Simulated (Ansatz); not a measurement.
Ansatz input file:

```yaml
crystal:
  lattice:
    - [3.3020385949, 0.0, 0.0]
    - [-1.6510192974, 2.8596493075, 0.0]
    - [0.0, 0.0, 24.9409210419]
  atoms:
    - { symbol: W, position: [0.6666666667, 0.3333333333, 0.1338098933] }
    - { symbol: W, position: [0.3333333333, 0.6666666667, 0.8661901067] }
    - { symbol: Se, position: [0.3333333333, 0.6666666667, 0.2015082915] }
    - { symbol: Se, position: [0.6666666667, 0.3333333333, 0.9339826033] }
    - { symbol: Se, position: [0.3333333333, 0.6666666667, 0.0660173967] }
    - { symbol: Se, position: [0.6666666667, 0.3333333333, 0.7984917085] }
basis:
  ecutwfc: 420
kpoints:
  mp_grid: { grid: [12, 12, 2] }
hamiltonian:
  xc: pbesol
scf:
  occupations: { method: gaussian, width: 0.02 }
output:
  forces: true
  stress: true
  eigenvalues: true
relax:
  adjacent_minimum: "off"
  f_tol: 0.01
  max_steps: 30
  cell: { stress_tol: 0.1, fix: [volume] }
```

Run as
```bash
ansatz run input.yaml --threads 2 --pin off --max-ram 5120MiB --backend cpu --events-out ev --progress --plain --runs-dir out
```

Level of theory: DFT PBEsol, scalar-relativistic, plane waves, PAW in Ansatz.

From the run's log, abridged:

```
Pseudopotentials: kind: paw
Pseudopotential: W, paw, valence charge 14, recommended cutoff 420 eV (normal)
Pseudopotential: Se, paw, valence charge 16, recommended cutoff 420 eV (normal)
Functional definition: PBEsol
Crystal: 6 atoms, lattice volume = 235.509 Å³
Basis set: ecut = 420 eV, 4667 PW (Γ), exchange–correlation on 48×48×360 points (8 copies of the dense FFT grid, shifted against one another)
Bands: 56, of which v1, the nominal top of the filled ones, is band 46 counted from 1 (45 counted from 0)
Symmetry: 12 space group operations
Space group: P-3m1 (ITA 164), of the structure as read, at distance tolerance 6.2e-5 Å
k-points: 38 of 288
Initial density: superposition of atomic densities (neutral atoms: chi_scale 0, normalization atom), corrected by the library's trained network
Initial wavefunctions: pseudopotential atomic-orbital guess
Functional: x = pbesol(κ = 0.804, μ = 0.12345679), c = pbesol(β = 0.046)
SCF iter   1: F=—  HF=-42213.450087 eV  |F-HF|=—  |Δ(HF+E_count)|=         —  Δρ=3.93e-3  dr2=7.35e-2  ethr=1.77e-3  ⟨swp⟩=8.6  Hψ=8567  notcnv=0  defer=1
SCF iter   2: F=—  HF=-42213.449710 eV  |F-HF|=—  |Δ(HF+E_count)|=   3.77e-4  Δρ=2.35e-3  dr2=3.39e-2  ethr=7.99e-5  ⟨swp⟩=3.0  Hψ=3528  notcnv=0  defer=116
SCF iter   3: F=—  HF=-42213.447790 eV  |F-HF|=—  |Δ(HF+E_count)|=   1.92e-3  Δρ=1.47e-3  dr2=2.45e-3  ethr=3.68e-5  ⟨swp⟩=2.0  Hψ=2601  notcnv=0  defer=116
SCF iter   4: F=—  HF=-42213.449603 eV  |F-HF|=—  |Δ(HF+E_count)|=   1.81e-3  Δρ=4.18e-4  dr2=1.30e-3  ethr=2.67e-6  ⟨swp⟩=2.8  Hψ=3871  notcnv=0  defer=116
SCF iter   5: F=—  HF=-42213.449564 eV  |F-HF|=—  |Δ(HF+E_count)|=   3.86e-5  Δρ=1.01e-4  dr2=3.44e-5  ethr=1.41e-6  ⟨swp⟩=2.0  Hψ=2316  notcnv=0  defer=116
SCF iter   6: F=—  HF=-42213.449475 eV  |F-HF|=—  |Δ(HF+E_count)|=   8.89e-5  Δρ=3.36e-5  dr2=4.95e-6  ethr=3.74e-8  ⟨swp⟩=2.0  Hψ=3684  notcnv=0  defer=116
SCF iter   7: F=—  HF=-42213.449477 eV  |F-HF|=—  |Δ(HF+E_count)|=   2.56e-6  Δρ=1.60e-5  dr2=1.00e-6  ethr=5.38e-9  ⟨swp⟩=2.0  Hψ=3675  notcnv=0  defer=116
SCF iter   8: F=—  HF=-42213.449478 eV  |F-HF|=—  |Δ(HF+E_count)|=   1.00e-6  Δρ=5.01e-6  dr2=1.10e-7  ethr=1.09e-9  ⟨swp⟩=2.0  Hψ=2605  notcnv=0  defer=116
SCF iter   9: F=-42213.449479 eV  HF=-42213.449479 eV  |F-HF|=8.89e-9  |Δ(HF+E_count)|=   1.31e-7  Δρ=1.28e-6  dr2=5.82e-9  ethr=1.09e-10  ⟨swp⟩=12.8  Hψ=8951  notcnv=0
SCF 1 converged in 9 iterations: F = -42213.449479 eV  dr2 = 5.82e-9
relax step   1: F+E_penalty+E_count = -42213.44947863 eV  Δ(F+E_penalty+E_count) = +0.000e0 eV  max|allowed force component| = 4.790e-1 eV/Å  Δτ_max = 0.0000 Å  P = -2.030 GPa  Ω = 235.509 Å³  fix = [volume]  reactions: volume -2.030 GPa (9 SCF iters, dr2 threshold 1.00e-7 eV, accepted)
Basis set: ecut = 420 eV, 4681 PW (Γ), exchange–correlation on 48×48×360 points (8 copies of the dense FFT grid, shifted against one another)
Initial density: handed on by an earlier stage of this run
Initial wavefunctions: those handed on with the density
SCF iter   1: F=—  HF=-42213.464493 eV  |F-HF|=—  |Δ(HF+E_count)|=         —  Δρ=5.68e-3  dr2=1.13e-1  ethr=1.19e-4  ⟨swp⟩=2.7  Hψ=10273  notcnv=0
SCF iter   2: F=—  HF=-42213.449281 eV  |F-HF|=—  |Δ(HF+E_count)|=   1.52e-2  Δρ=2.70e-3  dr2=2.82e-2  ethr=1.19e-4  ⟨swp⟩=2.9  Hψ=3116  notcnv=0
SCF iter   3: F=—  HF=-42213.445611 eV  |F-HF|=—  |Δ(HF+E_count)|=   3.67e-3  Δρ=1.63e-3  dr2=5.13e-3  ethr=3.07e-5  ⟨swp⟩=2.8  Hψ=3011  notcnv=0
SCF iter   4: F=—  HF=-42213.445248 eV  |F-HF|=—  |Δ(HF+E_count)|=   3.62e-4  Δρ=5.92e-4  dr2=2.78e-3  ethr=5.57e-6  ⟨swp⟩=2.0  Hψ=3223  notcnv=0
SCF iter   5: F=—  HF=-42213.444968 eV  |F-HF|=—  |Δ(HF+E_count)|=   2.80e-4  Δρ=1.75e-4  dr2=9.80e-5  ethr=3.02e-6  ⟨swp⟩=2.0  Hψ=2728  notcnv=0
SCF iter   6: F=—  HF=-42213.444878 eV  |F-HF|=—  |Δ(HF+E_count)|=   9.02e-5  Δρ=6.28e-5  dr2=2.22e-5  ethr=1.06e-7  ⟨swp⟩=2.3  Hψ=3049  notcnv=0
SCF iter   7: F=—  HF=-42213.444883 eV  |F-HF|=—  |Δ(HF+E_count)|=   5.03e-6  Δρ=1.92e-5  dr2=2.54e-6  ethr=2.42e-8  ⟨swp⟩=2.0  Hψ=3599  notcnv=0
SCF iter   8: F=-42213.444884 eV  HF=-42213.444884 eV  |F-HF|=2.51e-8  |Δ(HF+E_count)|=   1.42e-6  Δρ=6.41e-6  dr2=1.39e-7  ethr=6.52e-10  ⟨swp⟩=9.2  Hψ=9758  notcnv=0
SCF 2 converged in 8 iterations: F = -42213.444884 eV  dr2 = 1.39e-7
relax step   2: F+E_penalty+E_count = -42213.44488447 eV  Δ(F+E_penalty+E_count) = +4.594e-3 eV  max|allowed force component| = 6.666e-1 eV/Å  Δτ_max = 0.1255 Å  P = +1.556 GPa  Ω = 235.509 Å³  energy of the carried Pulay correction = +7.466e-18 eV  fix = [volume]  (8 SCF iters, dr2 threshold 6.00e-7 eV, rejected (line search))
SCF iter   1: F=—  HF=-42213.495417 eV  |F-HF|=—  |Δ(HF+E_count)|=         —  Δρ=3.01e-3  dr2=2.90e-2  ethr=3.56e-5  ⟨swp⟩=2.8  Hψ=9080  notcnv=0
SCF iter   2: F=—  HF=-42213.491396 eV  |F-HF|=—  |Δ(HF+E_count)|=   4.02e-3  Δρ=1.42e-3  dr2=8.70e-3  ethr=3.15e-5  ⟨swp⟩=2.7  Hψ=2963  notcnv=0
SCF iter   3: F=—  HF=-42213.490344 eV  |F-HF|=—  |Δ(HF+E_count)|=   1.05e-3  Δρ=8.86e-4  dr2=1.72e-3  ethr=9.46e-6  ⟨swp⟩=2.1  Hψ=2809  notcnv=0
SCF iter   4: F=—  HF=-42213.490202 eV  |F-HF|=—  |Δ(HF+E_count)|=   1.42e-4  Δρ=3.79e-4  dr2=9.40e-4  ethr=1.87e-6  ⟨swp⟩=2.0  Hψ=2880  notcnv=0
SCF iter   5: F=—  HF=-42213.490084 eV  |F-HF|=—  |Δ(HF+E_count)|=   1.17e-4  Δρ=1.01e-4  dr2=2.85e-5  ethr=1.02e-6  ⟨swp⟩=2.0  Hψ=2364  notcnv=0
SCF iter   6: F=—  HF=-42213.490068 eV  |F-HF|=—  |Δ(HF+E_count)|=   1.66e-5  Δρ=3.31e-5  dr2=6.24e-6  ethr=3.09e-8  ⟨swp⟩=2.1  Hψ=2808  notcnv=0
SCF iter   7: F=—  HF=-42213.489967 eV  |F-HF|=—  |Δ(HF+E_count)|=   1.00e-4  Δρ=1.05e-5  dr2=8.01e-7  ethr=6.78e-9  ⟨swp⟩=2.0  Hψ=3551  notcnv=0
SCF iter   8: F=—  HF=-42213.489968 eV  |F-HF|=—  |Δ(HF+E_count)|=   4.29e-7  Δρ=3.89e-6  dr2=6.07e-8  ethr=8.70e-10  ⟨swp⟩=2.0  Hψ=3800  notcnv=0
SCF iter   9: F=—  HF=-42213.489968 eV  |F-HF|=—  |Δ(HF+E_count)|=   4.27e-8  Δρ=1.42e-6  dr2=4.82e-9  ethr=6.60e-11  ⟨swp⟩=2.0  Hψ=3800  notcnv=0
SCF iter  10: F=—  HF=-42213.489968 eV  |F-HF|=—  |Δ(HF+E_count)|=   9.24e-9  Δρ=3.90e-7  dr2=4.12e-10  ethr=5.24e-12  ⟨swp⟩=2.1  Hψ=3650  notcnv=0
SCF iter  11: F=—  HF=-42213.489968 eV  |F-HF|=—  |Δ(HF+E_count)|=   1.75e-9  Δρ=2.29e-7  dr2=5.05e-10  ethr=1.00e-12  ⟨swp⟩=6.7  Hψ=9207  notcnv=0
SCF iter  12: F=-42213.489968 eV  HF=-42213.489968 eV  |F-HF|=2.91e-11  |Δ(HF+E_count)|=  2.91e-11  Δρ=1.20e-7  dr2=1.43e-10  ethr=1.00e-12  ⟨swp⟩=3.9  Hψ=8059  notcnv=0
SCF 3 converged in 12 iterations: F = -42213.489968 eV  dr2 = 1.43e-10
relax step   3: F+E_penalty+E_count = -42213.48996789 eV  Δ(F+E_penalty+E_count) = -4.049e-2 eV  max|allowed force component| = 6.347e-2 eV/Å  Δτ_max = 0.0605 Å  P = -0.368 GPa  Ω = 235.509 Å³  fix = [volume]  reactions: volume -0.368 GPa (12 SCF iters, accepted)
SCF iter   1: F=—  HF=-42213.493994 eV  |F-HF|=—  |Δ(HF+E_count)|=         —  Δρ=2.32e-3  dr2=1.30e-2  ethr=1.34e-5  ⟨swp⟩=2.9  Hψ=9295  notcnv=0
SCF iter   2: F=—  HF=-42213.492762 eV  |F-HF|=—  |Δ(HF+E_count)|=   1.23e-3  Δρ=1.13e-3  dr2=5.53e-3  ethr=1.34e-5  ⟨swp⟩=2.2  Hψ=2749  notcnv=0
SCF iter   3: F=—  HF=-42213.492300 eV  |F-HF|=—  |Δ(HF+E_count)|=   4.62e-4  Δρ=7.65e-4  dr2=1.73e-3  ethr=6.01e-6  ⟨swp⟩=2.0  Hψ=2748  notcnv=0
SCF iter   4: F=—  HF=-42213.492168 eV  |F-HF|=—  |Δ(HF+E_count)|=   1.32e-4  Δρ=1.63e-4  dr2=8.47e-5  ethr=1.89e-6  ⟨swp⟩=2.0  Hψ=2747  notcnv=0
SCF iter   5: F=—  HF=-42213.492068 eV  |F-HF|=—  |Δ(HF+E_count)|=   1.00e-4  Δρ=7.54e-5  dr2=1.68e-5  ethr=9.21e-8  ⟨swp⟩=2.3  Hψ=2945  notcnv=0
SCF iter   6: F=—  HF=-42213.492068 eV  |F-HF|=—  |Δ(HF+E_count)|=   3.83e-7  Δρ=1.76e-5  dr2=1.70e-6  ethr=1.82e-8  ⟨swp⟩=2.4  Hψ=3132  notcnv=0
SCF iter   7: F=—  HF=-42213.492068 eV  |F-HF|=—  |Δ(HF+E_count)|=   1.34e-7  Δρ=7.79e-6  dr2=3.76e-7  ethr=1.85e-9  ⟨swp⟩=2.2  Hψ=3785  notcnv=0
SCF iter   8: F=-42213.492068 eV  HF=-42213.492068 eV  |F-HF|=2.28e-8  |Δ(HF+E_count)|=   1.78e-7  Δρ=5.07e-6  dr2=7.03e-8  ethr=2.74e-10  ⟨swp⟩=7.4  Hψ=8826  notcnv=0
SCF 4 converged in 8 iterations: F = -42213.492068 eV  dr2 = 7.03e-8
relax step   4: F+E_penalty+E_count = -42213.49206827 eV  Δ(F+E_penalty+E_count) = -2.100e-3 eV  max|allowed force component| = 1.208e-2 eV/Å  Δτ_max = 0.0395 Å  P = -0.084 GPa  Ω = 235.509 Å³  energy of the carried Pulay correction = +1.493e-17 eV  fix = [volume]  reactions: volume -0.084 GPa (8 SCF iters, dr2 threshold 2.52e-7 eV, accepted)
SCF iter   1: F=—  HF=-42213.498531 eV  |F-HF|=—  |Δ(HF+E_count)|=         —  Δρ=4.14e-3  dr2=4.01e-2  ethr=4.23e-5  ⟨swp⟩=2.9  Hψ=9318  notcnv=0
SCF iter   2: F=—  HF=-42213.494806 eV  |F-HF|=—  |Δ(HF+E_count)|=   3.73e-3  Δρ=2.00e-3  dr2=1.81e-2  ethr=4.23e-5  ⟨swp⟩=3.1  Hψ=2881  notcnv=0
SCF iter   3: F=—  HF=-42213.493396 eV  |F-HF|=—  |Δ(HF+E_count)|=   1.41e-3  Δρ=1.39e-3  dr2=6.41e-3  ethr=1.97e-5  ⟨swp⟩=2.9  Hψ=2959  notcnv=0
SCF iter   4: F=—  HF=-42213.492804 eV  |F-HF|=—  |Δ(HF+E_count)|=   5.92e-4  Δρ=2.01e-4  dr2=6.54e-5  ethr=6.97e-6  ⟨swp⟩=2.0  Hψ=2835  notcnv=0
SCF iter   5: F=—  HF=-42213.492804 eV  |F-HF|=—  |Δ(HF+E_count)|=   1.24e-7  Δρ=5.07e-5  dr2=1.31e-5  ethr=7.11e-8  ⟨swp⟩=2.5  Hψ=4023  notcnv=0
SCF iter   6: F=—  HF=-42213.492797 eV  |F-HF|=—  |Δ(HF+E_count)|=   6.73e-6  Δρ=2.15e-5  dr2=2.48e-6  ethr=1.42e-8  ⟨swp⟩=2.0  Hψ=3796  notcnv=0
SCF iter   7: F=—  HF=-42213.492695 eV  |F-HF|=—  |Δ(HF+E_count)|=   1.02e-4  Δρ=2.15e-5  dr2=3.60e-6  ethr=2.70e-9  ⟨swp⟩=2.0  Hψ=3800  notcnv=0
SCF iter   8: F=—  HF=-42213.492695 eV  |F-HF|=—  |Δ(HF+E_count)|=   4.09e-7  Δρ=5.71e-6  dr2=1.22e-7  ethr=2.70e-9  ⟨swp⟩=2.0  Hψ=2565  notcnv=0
SCF iter   9: F=-42213.492695 eV  HF=-42213.492695 eV  |F-HF|=1.06e-8  |Δ(HF+E_count)|=   1.69e-8  Δρ=9.79e-7  dr2=3.40e-9  ethr=9.91e-12  ⟨swp⟩=6.1  Hψ=11119  notcnv=0
SCF 5 converged in 9 iterations: F = -42213.492695 eV  dr2 = 3.40e-9
relax step   5: F+E_penalty+E_count = -42213.49269495 eV  Δ(F+E_penalty+E_count) = -6.267e-4 eV  max|allowed force component| = 9.553e-3 eV/Å  Δτ_max = 0.0616 Å  P = +0.018 GPa  Ω = 235.509 Å³  energy of the carried Pulay correction = +7.466e-18 eV  fix = [volume]  reactions: volume +0.018 GPa (9 SCF iters, dr2 threshold 9.12e-9 eV, accepted)
SCF iter   1: F=—  HF=-42213.493547 eV  |F-HF|=—  |Δ(HF+E_count)|=         —  Δρ=1.33e-3  dr2=4.08e-3  ethr=4.70e-6  ⟨swp⟩=2.9  Hψ=8914  notcnv=0
SCF iter   2: F=—  HF=-42213.493159 eV  |F-HF|=—  |Δ(HF+E_count)|=   3.88e-4  Δρ=6.41e-4  dr2=1.83e-3  ethr=4.43e-6  ⟨swp⟩=2.0  Hψ=2692  notcnv=0
SCF iter   3: F=—  HF=-42213.493028 eV  |F-HF|=—  |Δ(HF+E_count)|=   1.32e-4  Δρ=4.44e-4  dr2=6.75e-4  ethr=1.99e-6  ⟨swp⟩=2.0  Hψ=2816  notcnv=0
SCF iter   4: F=—  HF=-42213.492956 eV  |F-HF|=—  |Δ(HF+E_count)|=   7.14e-5  Δρ=5.94e-5  dr2=8.10e-6  ethr=7.33e-7  ⟨swp⟩=2.0  Hψ=2521  notcnv=0
SCF iter   5: F=—  HF=-42213.492857 eV  |F-HF|=—  |Δ(HF+E_count)|=   9.93e-5  Δρ=1.61e-5  dr2=1.37e-6  ethr=8.80e-9  ⟨swp⟩=2.9  Hψ=3930  notcnv=0
SCF iter   6: F=—  HF=-42213.492856 eV  |F-HF|=—  |Δ(HF+E_count)|=   4.93e-7  Δρ=6.83e-6  dr2=2.50e-7  ethr=1.49e-9  ⟨swp⟩=2.0  Hψ=3772  notcnv=0
SCF iter   7: F=—  HF=-42213.492857 eV  |F-HF|=—  |Δ(HF+E_count)|=   1.26e-7  Δρ=2.82e-6  dr2=6.69e-8  ethr=2.71e-10  ⟨swp⟩=2.0  Hψ=3800  notcnv=0
SCF iter   8: F=—  HF=-42213.492857 eV  |F-HF|=—  |Δ(HF+E_count)|=   5.85e-9  Δρ=3.11e-6  dr2=7.67e-8  ethr=7.27e-11  ⟨swp⟩=2.0  Hψ=3648  notcnv=0
SCF iter   9: F=—  HF=-42213.492857 eV  |F-HF|=—  |Δ(HF+E_count)|=   8.88e-9  Δρ=3.86e-7  dr2=5.87e-10  ethr=7.27e-11  ⟨swp⟩=2.0  Hψ=2483  notcnv=0
SCF iter  10: F=-42213.492857 eV  HF=-42213.492857 eV  |F-HF|=1.89e-10  |Δ(HF+E_count)|=   2.31e-9  Δρ=1.05e-7  dr2=4.71e-11  ethr=1.00e-12  ⟨swp⟩=7.4  Hψ=9555  notcnv=0
SCF 6 converged in 10 iterations: F = -42213.492857 eV  dr2 = 4.71e-11
relax step   6: F+E_penalty+E_count = -42213.49285653 eV  Δ(F+E_penalty+E_count) = -1.616e-4 eV  max|allowed force component| = 9.630e-4 eV/Å  Δτ_max = 0.0192 Å  P = -0.002 GPa  Ω = 235.509 Å³  energy of the carried Pulay correction = +7.466e-18 eV  fix = [volume]  reactions: volume -0.002 GPa (10 SCF iters, accepted)
Initial wavefunctions: pseudopotential atomic-orbital guess (no wavefunctions were taken with the density)
SCF iter   1: F=—  HF=-42213.485982 eV  |F-HF|=—  |Δ(HF+E_count)|=         —  Δρ=2.81e-4  dr2=5.30e-6  ethr=8.91e-8  ⟨swp⟩=5.1  Hψ=15529  notcnv=0
SCF iter   2: F=—  HF=-42213.490330 eV  |F-HF|=—  |Δ(HF+E_count)|=   4.35e-3  Δρ=1.41e-4  dr2=1.25e-6  ethr=5.76e-9  ⟨swp⟩=3.3  Hψ=3937  notcnv=0
SCF iter   3: F=—  HF=-42213.492599 eV  |F-HF|=—  |Δ(HF+E_count)|=   2.27e-3  Δρ=3.42e-5  dr2=8.99e-7  ethr=1.36e-9  ⟨swp⟩=3.5  Hψ=3953  notcnv=0  defer=1
SCF iter   4: F=—  HF=-42213.492838 eV  |F-HF|=—  |Δ(HF+E_count)|=   2.39e-4  Δρ=9.80e-6  dr2=2.37e-7  ethr=9.77e-10  ⟨swp⟩=2.9  Hψ=3014  notcnv=0  defer=1
SCF iter   5: F=—  HF=-42213.492865 eV  |F-HF|=—  |Δ(HF+E_count)|=   2.71e-5  Δρ=3.49e-6  dr2=2.66e-8  ethr=2.58e-10  ⟨swp⟩=2.5  Hψ=2930  notcnv=0  defer=2
SCF iter   6: F=—  HF=-42213.492871 eV  |F-HF|=—  |Δ(HF+E_count)|=   6.35e-6  Δρ=9.55e-7  dr2=3.72e-9  ethr=2.89e-11  ⟨swp⟩=2.8  Hψ=3025  notcnv=0  defer=2
SCF iter   7: F=—  HF=-42213.492872 eV  |F-HF|=—  |Δ(HF+E_count)|=   7.68e-7  Δρ=3.78e-7  dr2=1.18e-9  ethr=4.04e-12  ⟨swp⟩=2.5  Hψ=2831  notcnv=0  defer=2
SCF iter   8: F=-42213.492872 eV  HF=-42213.492872 eV  |F-HF|=6.60e-9  |Δ(HF+E_count)|=   4.49e-8  Δρ=1.01e-7  dr2=8.15e-11  ethr=1.00e-12  ⟨swp⟩=6.1  Hψ=9123  notcnv=0
SCF 7 converged in 8 iterations: F = -42213.492872 eV  dr2 = 8.15e-11
SCF converged after 8 iterations
Free energy (F): -42213.492872 eV
Harris-Foulkes:  -42213.492872 eV  (|F-HF|=6.60e-9)
Internal energy: -42213.492872 eV  (E = F + TS)
E sigma→0 (E₀):  -42213.492872 eV
Fermi energy:    4.721796 eV
--- Per-component energies (eV) ---
  E_band       = -2481.294423
  E_kinetic    = 1380.131238
  E_local      = -101871.874472  (includes V_loc(G=0)·N_el)
  E_nonlocal   = -2362.135661
  E_hartree    = 50315.187904
  E_xc         = -946.104291
  E_vxc        = -872.703969  (∫ρ·V_xc dr)
  E_paw        = -24344.597460  (= ΣΔE_a)
  E_vpaw       = 614.917626  (= ΣTr[D̂ρ^β])
  E_aug_tail   = -0.002555  (compensation charges beyond the density's cutoff)
  E_ewald      = 35611.425038
  E_core_change = 4.477386  (= ΣΔE_core)
  E_smearing   =  0.000000  (= −TS)
--- Forces (eV/Å), atoms counted from 1 ---
  atom   1  W      0.00000000     0.00000000    -0.00043546
  atom   2  W      0.00000000     0.00000000     0.00043546
  atom   3  Se     0.00000000     0.00000000    -0.00097031
  atom   4  Se     0.00000000     0.00000000     0.00019124
  atom   5  Se     0.00000000     0.00000000    -0.00019124
  atom   6  Se     0.00000000     0.00000000     0.00097031
--- Stress (GPa, compression-positive) ---
        0.002155       0.000000       0.000000
        0.000000       0.002155       0.000000
        0.000000       0.000000      -0.009086
  P = ⅓ Tr σ = -0.0016 GPa (-0.016 kbar)
--- Band table (eV; the first three rows and the last of 38) ---
  k-point 0: bands = ["-69.9134", "-69.9134", "-43.5851", "-43.5851", "-43.5851", "-43.5851", "-43.5721", "-43.5721", "-43.5721", "-43.5721", "-43.5558", "-43.5558", "-43.5556", "-43.5556", "-43.5435", "-43.5433", "-43.5388", "-43.5388", "-43.5388", "-43.5388", "-43.5249", "-43.5249", "-34.2145", "-34.2145", "-34.0595", "-34.0595", "-34.0595", "-34.0595", "-10.9932", "-10.8924", "-9.7340", "-9.5664", "-2.6207", "-2.1383", "1.1655", "1.6255", "1.6255", "1.6316", "1.6316", "2.2445", "2.7820", "2.7820", "2.8022", "2.8022", "3.3780", "3.9982", "7.0027", "7.0027", "7.0284", "7.0284", "7.1694", "7.1694", "7.2452", "7.2452", "8.4455", "8.6277"]
  k-point 1: bands = ["-69.9134", "-69.9134", "-43.5851", "-43.5851", "-43.5851", "-43.5851", "-43.5721", "-43.5721", "-43.5721", "-43.5721", "-43.5558", "-43.5558", "-43.5556", "-43.5556", "-43.5435", "-43.5433", "-43.5388", "-43.5388", "-43.5388", "-43.5388", "-43.5249", "-43.5249", "-34.2145", "-34.2145", "-34.0595", "-34.0595", "-34.0595", "-34.0595", "-10.9932", "-10.8924", "-9.7340", "-9.5664", "-2.6207", "-2.1383", "1.1655", "1.6255", "1.6255", "1.6316", "1.6316", "2.2445", "2.7820", "2.7820", "2.8022", "2.8022", "3.3780", "3.9982", "7.0027", "7.0027", "7.0284", "7.0284", "7.1693", "7.1693", "7.2452", "7.2452", "8.4837", "8.5587"]
  k-point 2: bands = ["-69.9126", "-69.9126", "-43.5851", "-43.5851", "-43.5848", "-43.5848", "-43.5721", "-43.5721", "-43.5718", "-43.5718", "-43.5559", "-43.5559", "-43.5558", "-43.5557", "-43.5434", "-43.5431", "-43.5390", "-43.5390", "-43.5389", "-43.5389", "-43.5248", "-43.5248", "-34.2109", "-34.2109", "-34.0766", "-34.0766", "-34.0634", "-34.0634", "-10.8851", "-10.7846", "-9.6772", "-9.5140", "-2.4837", "-2.0012", "1.0259", "1.3011", "1.3118", "1.7298", "1.7386", "1.8735", "2.5975", "2.6204", "2.7524", "2.9166", "3.3822", "3.9033", "6.7226", "6.7653", "6.7693", "6.8482", "7.0039", "7.1034", "7.1957", "7.2301", "8.7484", "8.8778"]
  k-point 37: bands = ["-69.9006", "-69.9006", "-43.5828", "-43.5828", "-43.5821", "-43.5820", "-43.5697", "-43.5697", "-43.5690", "-43.5690", "-43.5576", "-43.5573", "-43.5568", "-43.5568", "-43.5409", "-43.5409", "-43.5405", "-43.5405", "-43.5400", "-43.5400", "-43.5223", "-43.5223", "-34.2486", "-34.2486", "-34.2200", "-34.2199", "-34.1547", "-34.1547", "-8.5459", "-8.5459", "-8.4604", "-8.4604", "-1.5815", "-1.5010", "-1.4029", "-1.4029", "-0.5529", "-0.4387", "0.1370", "0.1370", "0.6254", "0.6254", "1.5969", "1.5969", "3.9006", "4.0127", "5.6603", "5.6603", "6.4647", "7.0136", "7.5255", "7.5255", "8.9585", "8.9585", "9.9899", "9.9899"]
--- Relaxed structure (6 steps of the walk, 5 accepted, 1 SCFs on fresh bases) ---
  F+E_penalty+E_count = -42213.49287224 eV   max|allowed force component| = 9.703e-4 eV/Å   (the final SCF, on the basis selected at the relaxed cell)
  cell:  # Å, volume = 235.5089 Å³
    - [3.27052064, 0.0, 0.0]
    - [-1.63526032, 2.83235396, 0.0]
    - [0.0, 0.0, 25.42394775]
  atoms:
    - { symbol: W, position: [0.66666666, 0.33333333, 0.13001816] }
    - { symbol: W, position: [0.33333333, 0.66666666, 0.86998183] }
    - { symbol: Se, position: [0.33333333, 0.66666666, 0.19579900] }
    - { symbol: Se, position: [0.66666666, 0.33333333, 0.93585431] }
    - { symbol: Se, position: [0.33333333, 0.66666666, 0.06414568] }
    - { symbol: Se, position: [0.66666666, 0.33333333, 0.80420099] }
```

The relaxation met its thresholds.

It took 86 s on 2 threads of Arm Neoverse V2, with other jobs on the host, peak memory 0.75 GiB.

Spin–orbit coupling is left out, which can shift energies with elements as heavy as these. The cell holds layers, and where no dispersion correction was added their binding is poorly described.